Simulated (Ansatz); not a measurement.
MgZnO₂:
```cif
data_MgO2Zn
_chemical_formula_sum 'Mg1 Zn1 O2'
_space_group_name_H-M_alt 'P 1'
_space_group_IT_number 1
_cell_length_a 5.10271
_cell_length_b 5.10271
_cell_length_c 5.10271
_cell_angle_alpha 33.820
_cell_angle_beta 33.820
_cell_angle_gamma 33.820
loop_
_space_group_symop_operation_xyz
  'x, y, z'
loop_
_atom_site_label
_atom_site_type_symbol
_atom_site_fract_x
_atom_site_fract_y
_atom_site_fract_z
_atom_site_occupancy
Mg1 Mg 0.00000 0.00000 0.00000 1
Zn1 Zn 0.50000 0.50000 0.50000 1
O1 O 0.25205 0.25205 0.25205 1
O2 O 0.74795 0.74795 0.74795 1
```

Relaxed with LDA.

**Question.** Give the optical modes at the zone centre with their infrared and Raman activity from DFPT, LDA (plane waves, PAW; program Ansatz).

**Answer.** Transverse frequencies, without the LO–TO term; a row sums one degenerate level.

| ω (cm⁻¹) | degeneracy | IR ((D/Å)²/amu) | Raman (Å⁴/amu) | activity | symmetry |
|---|---|---|---|---|---|
| 170 | 2 | 5.17 | 0 | IR | Eu |
| 308 | 2 | 0.00 | 7.2 | Raman | Eg |
| 308 | 1 | 13.63 | 0 | IR | A2u |
| 364 | 2 | 33.73 | 0 | IR | Eu |
| 437 | 1 | 6.00 | 0 | IR | A2u |
| 552 | 1 | 0.00 | 4.5 | Raman | A1g |

**Question.** How high does the top mode go among those that the LO–TO term moves?

**Answer.** 635 cm⁻¹ for q along x, 635 cm⁻¹ for q along y, 649 cm⁻¹ for q along z.

Space group R-3m. The workflow started from a Materials Project entry (that database holds measured and hypothetical structures alike); the Crystallography Open Database copy checked does not list it. With Mg and Zn taken as one species the cell has the higher symmetry Fm-3m, so it may be an ordered model of a mixed-site phase. Whether it is the stable phase at ambient conditions was not checked. Symmetry was held in the LDA relaxation; of distortions, only those at the zone centre were tested.

Potentials: the later of the program's two PAW sets.
